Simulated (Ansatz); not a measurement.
This run works on a proposed trial structure, not on a known crystal.

Input and command of a plane-wave DFT calculation in Ansatz:

```yaml
crystal:
  lattice:
    - [1.95, 1.12583302, 11.66666667]
    - [-1.95, 1.12583302, 11.66666667]
    - [0.0, -2.25166605, 11.66666667]
  atoms:
    - { symbol: Ga, position: [0.71, 0.71, 0.71] }
    - { symbol: Ga, position: [0.29, 0.29, 0.29] }
    - { symbol: As, position: [0.419, 0.419, 0.419] }
    - { symbol: As, position: [0.581, 0.581, 0.581] }
    - { symbol: As, position: [0.0, 0.0, 0.0] }
    - { symbol: As, position: [0.149, 0.149, 0.149] }
    - { symbol: As, position: [0.851, 0.851, 0.851] }
basis:
  ecutwfc: 420
kpoints:
  mp_grid: { grid: [5, 5, 5] }
hamiltonian:
  xc: pbe
scf:
  occupations: { method: gaussian, width: 0.2 }
  lower_state_search: "off"
output:
  forces: true
  stress: true
  eigenvalues: true
relax:
  adjacent_minimum: "off"
  f_tol: 0.08
  max_steps: 16
  cell: { stress_tol: 0.8 }
```

```bash
ansatz run input.yaml --threads 1 --pin off --max-ram 2560MiB --backend cpu --events-out ev --progress --plain --runs-dir out
```

Processor: Intel(R) Xeon(R) Platinum 8488C (Sapphire Rapids), 1 thread, on a host shared with other jobs.

Question: How long does it run, and how much memory does it take?

Answer: About 100 s, peak memory 0.56 GiB. It solves 61 bands at 19 k points (after reduction by symmetry) with about 2931 plane waves (on the last cell), in 90 SCF iterations over 11 ionic steps.
